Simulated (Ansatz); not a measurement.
The relaxed structure here is a generated cell of Ru: the first start was made by placing the elements on the sites of a structure type, and the end was not matched to a known phase here, so it may be hypothetical. Known forms of Ru include space group No. 194.

One starting cell of Ru (a generated cell, Ru built in the AFLOW prototype A_cI16_220_c (as in Li)) was relaxed twice with Ansatz (plane waves, PAW, scalar-relativistic): with r2SCAN at 500 eV and with PBE at 420 eV. The r2SCAN result:

```
CELL_PARAMETERS angstrom
     -3.01802     3.01802     3.01802
      3.01802    -3.01802     3.01802
      3.01802     3.01802    -3.01802
ATOMIC_POSITIONS crystal
  Ru 0.43154 0.43154 0.43154
  Ru 0.50000 0.00000 0.06846
  Ru 0.00000 0.06846 0.50000
  Ru 0.06846 0.50000 0.00000
  Ru 0.93154 0.93154 0.93154
  Ru 0.50000 0.00000 0.56846
  Ru 0.00000 0.56846 0.50000
  Ru 0.56846 0.50000 0.00000
```

| quantity | r2SCAN | PBE |
|---|---|---|
| space group | I-43d | I-43d |
| volume (Å³/atom) | 13.74 | … |
| a (Å) | 6.036 | … |
| gap (eV, no spin-orbit coupling) | 0.00 | … |

### Question
What does PBE give for the same quantities?

### Answer

- volume (Å³/atom), PBE: 14.01
- a (Å), PBE: 6.074
- gap (eV, no spin-orbit coupling), PBE: 0.00

Both levels end in the same structure; PBE's volume is 1.9 % larger. Neither column is exact.

No spin polarisation in the result.

The run could not lose the symmetry of its start; a randomly shaken copy of 8 atoms returns to this structure.

Ansatz is a quantum-chemistry and plane-wave program.
